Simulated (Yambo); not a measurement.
Optical response of LiBr at +2 % biaxial strain

```
LiBr
1.0
    4.21739     0.00000     0.00000
   -2.10869     3.65236     0.00000
    0.00000     0.00000     6.45957
Li Br
2 2
Direct
  0.66667   0.33333   0.88331
  0.33333   0.66667   0.38331
  0.66667   0.33333   0.49169
  0.33333   0.66667   0.99169
```

Yambo, RPA with local fields on PBEsol bands; 9×9×4 mesh, 67 bands, 4 Ry local-field block, 0.2 eV broadening; field along z.

| E (eV) | Im ε | Re ε | Im ε, independent particles |
|---|---|---|---|
| 0.0 | 0.00 | 2.66 | 0.00 |
| 0.4 | 0.00 | 2.66 | 0.00 |
| 0.8 | 0.01 | 2.67 | 0.01 |
| 1.1 | 0.01 | 2.68 | 0.01 |
| 1.5 | 0.01 | 2.71 | 0.02 |
| 1.9 | 0.02 | 2.74 | 0.03 |
| 2.2 | 0.03 | 2.78 | 0.03 |
| 2.6 | 0.03 | 2.84 | 0.04 |
| 3.0 | 0.04 | 2.90 | 0.06 |
| 3.4 | 0.05 | 2.99 | 0.07 |
| 3.8 | 0.07 | 3.10 | 0.09 |
| 4.1 | 0.10 | 3.26 | 0.13 |
| 4.5 | 0.20 | 3.48 | 0.24 |
| 4.9 | 0.41 | 3.71 | 0.49 |
| 5.2 | 0.50 | 3.73 | 0.60 |
| 5.6 | 0.99 | 4.17 | 1.23 |
| 6.0 | 1.38 | 4.20 | 1.74 |
| 6.4 | 1.75 | 4.61 | 2.42 |
| 6.8 | 3.14 | 4.18 | 4.35 |
| 7.1 | 3.72 | 2.85 | 4.88 |
| 7.5 | 2.86 | 1.57 | 3.66 |
| 7.9 | 2.32 | 2.03 | 3.47 |
| 8.2 | 2.44 | 2.16 | 4.01 |
| 8.6 | 2.34 | 1.96 | 4.32 |
| 9.0 | 2.56 | 2.17 | 5.59 |
| 9.4 | 3.16 | 2.01 | 6.11 |
| 9.8 | 3.36 | 1.15 | 4.79 |
| 10.1 | 2.99 | 0.57 | 3.79 |
| 10.5 | 2.40 | 0.38 | 2.99 |
| 10.9 | 2.26 | 0.46 | 2.73 |
| 11.2 | 2.24 | 0.30 | 2.42 |
| 11.6 | 2.12 | 0.31 | 2.25 |
| 12.0 | 2.18 | -0.06 | 1.84 |
| 12.4 | 1.59 | -0.38 | 1.25 |
| 12.8 | 1.11 | -0.28 | 0.94 |
| 13.1 | 0.96 | -0.09 | 0.90 |
| 13.5 | 0.85 | 0.15 | 0.96 |
| 13.9 | 0.83 | 0.20 | 0.91 |
| 14.2 | 0.69 | 0.24 | 0.77 |
| 14.6 | 0.66 | 0.39 | 0.82 |
| 15.0 | 0.74 | 0.45 | 0.92 |
| 15.4 | 0.66 | 0.44 | 0.82 |
| 15.8 | 0.70 | 0.48 | 0.83 |
| 16.1 | 0.63 | 0.42 | 0.68 |
| 16.5 | 0.55 | 0.53 | 0.71 |
| 16.9 | 0.61 | 0.62 | 0.78 |
| 17.2 | 0.78 | 0.60 | 0.71 |
| 17.6 | 0.66 | 0.44 | 0.53 |
| 18.0 | 0.56 | 0.45 | 0.47 |
| 18.4 | 0.62 | 0.56 | 0.54 |
| 18.8 | 0.53 | 0.39 | 0.37 |
| 19.1 | 0.46 | 0.47 | 0.37 |
| 19.5 | 0.48 | 0.51 | 0.37 |
| 19.9 | 0.40 | 0.48 | 0.29 |

Peak heights and small wiggles depend on the k mesh. Convergence of the RPA response with its 9×9×4 mesh was not tested. No excitonic effects at this level.

Spin-orbit coupling is not included.

Geometry strained from the cell relaxed with PBEsol, atoms relaxed again.

This is not the ordinary phase of the substance; no match was found in the copy of COD used, and its stability was not checked.
